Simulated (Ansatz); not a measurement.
Re:
```xyz
6
Lattice="2.7609 0.0000 0.0000 -1.3805 2.3910 0.0000 0.0000 0.0000 13.3562" Properties=species:S:1:pos:R:3 pbc="T T T"
Re     0.0000     0.0000     8.9043
Re     0.0000     1.5940    11.1268
Re     0.0000     0.0000     0.0000
Re     0.0000     1.5940     2.2294
Re     0.0000     0.0000     4.4519
Re     1.3805     0.7970     6.6781
```

Relaxed with r²SCAN. Special points in fractions of this cell's reciprocal vectors: Γ (0.000, 0.000, 0.000); M (0.500, 0.000, 0.000); K (0.333, 0.333, 0.000); A (0.000, 0.000, 0.500); L (0.500, 0.000, 0.500); H (0.333, 0.333, 0.500).

**Question.** List the band energies nearest the Fermi level at these points for DFT-r²SCAN in the program Ansatz with PAW potentials.

**Answer.** In eV from the Fermi level; about four levels below and three above (degenerate sets whole), none deeper than 8.9 eV; points with the same levels are listed once.

| k | below | above |
|---|---|---|
| Γ | -1.28 -1.28 -0.95 -0.95 | 0.49 0.58 0.58 |
| M | -0.95 -0.89 -0.81 -0.18 | 0.36 1.11 1.14 |
| K | -2.30 -2.26 -0.10 -0.02 | 0.03 0.78 1.51 |
| A | -1.06 -1.06 -0.40 -0.36 | 0.78 0.78 1.06 1.06 |
| L | -1.14 -1.08 -0.60 -0.19 | 0.40 0.40 1.13 |
| H | -2.28 -0.10 -0.01 -0.01 | 1.04 1.43 2.20 |

Space group P-6m2. The start of the workflow was typed in or built on a structure type; neither database checked (COD, Materials Project) lists it. It is not the phase usual at ambient conditions (space group No. 194). The r²SCAN relaxation kept the symmetry of its start; its stability against distortions is not shown here. No spin polarisation was allowed. Scalar-relativistic: spin–orbit coupling is off unless named, which matters more the heavier the elements.

Potentials: the later of the program's two PAW sets.
